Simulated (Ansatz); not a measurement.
Cs$_{2}$KScF$_{6}$:
```cif
data_Cs8F24K4Sc4
_chemical_formula_sum 'K4 Cs8 Sc4 F24'
_space_group_name_H-M_alt 'Fm-3m'
_space_group_IT_number 225
_space_group_name_Hall '-F 4 2 3'
_cell_length_a 9.17586
_cell_length_b 9.17586
_cell_length_c 9.17586
_cell_angle_alpha 90.000
_cell_angle_beta 90.000
_cell_angle_gamma 90.000
loop_
_atom_site_label
_atom_site_type_symbol
_atom_site_symmetry_multiplicity
_atom_site_Wyckoff_symbol
_atom_site_fract_x
_atom_site_fract_y
_atom_site_fract_z
_atom_site_occupancy
K1 K 4 b 0.50000 0.50000 0.50000 1
Cs1 Cs 8 c 0.25000 0.25000 0.25000 1
Sc1 Sc 4 a 0.00000 0.00000 0.00000 1
F1 F 24 e 0.00000 0.00000 0.22025 1
```
(The calculation used a cell of 10 atoms; values per cell refer to that cell.)

Relaxed with r²SCAN. DFT-r²SCAN in the program Ansatz with PAW potentials gives a gap of 7.90 eV.

Task: What gap does HSE06 give on the same cell (Ansatz, PAW)?

Result: 9.17 eV, 1.27 eV more. The hybrid was solved on a coarser mesh and at special points; the gap given is the minimum over both.

```json
[
 {"k": "Γ", "v1 r²SCAN": "0.00", "c1 r²SCAN": "7.90", "v1 HSE06": "0.00", "c1 HSE06": "9.17"},
 {"k": "X", "v1 r²SCAN": "-0.01", "c1 r²SCAN": "7.93", "v1 HSE06": "[?]", "c1 HSE06": "[?]"},
 {"k": "L", "v1 r²SCAN": "-0.07", "c1 r²SCAN": "7.99", "v1 HSE06": "[?]", "c1 HSE06": "[?]"},
 {"k": "W", "v1 r²SCAN": "-0.06", "c1 r²SCAN": "8.00", "v1 HSE06": "[?]", "c1 HSE06": "[?]"},
 {"k": "K", "v1 r²SCAN": "-0.03", "c1 r²SCAN": "7.97", "v1 HSE06": "[?]", "c1 HSE06": "[?]"}
]
```

Task: Top valence (v1) and lowest conduction level (c1) in eV from each method's valence maximum (which need not be a listed point): supply the withheld HSE06 values.

Result: 
- L, v1 HSE06: -0.06
- L, c1 HSE06: 9.80
- K, v1 HSE06: -0.02
- K, c1 HSE06: 9.78
- X, v1 HSE06: -0.01
- X, c1 HSE06: 9.75
- W, v1 HSE06: -0.05
- W, c1 HSE06: 9.82

Cost on shared cores: the r²SCAN run (SCF on a 5×5×5 mesh, then bands and DOS) around 100 core-seconds (rough), the HSE06 run (SCF on 3×3×3, then a few points) very roughly 4 core-minutes; the tasks are unlike.

The workflow started from a Materials Project entry (that database holds measured and hypothetical structures alike); the Crystallography Open Database copy checked does not list it. Its standing as an ambient phase is unchecked. The r²SCAN relaxation kept the symmetry of its start; its stability against distortions is not shown here. The run is not spin-polarised. Spin–orbit coupling is left out wherever it is not named.

Potentials: the later of the program's two PAW sets.
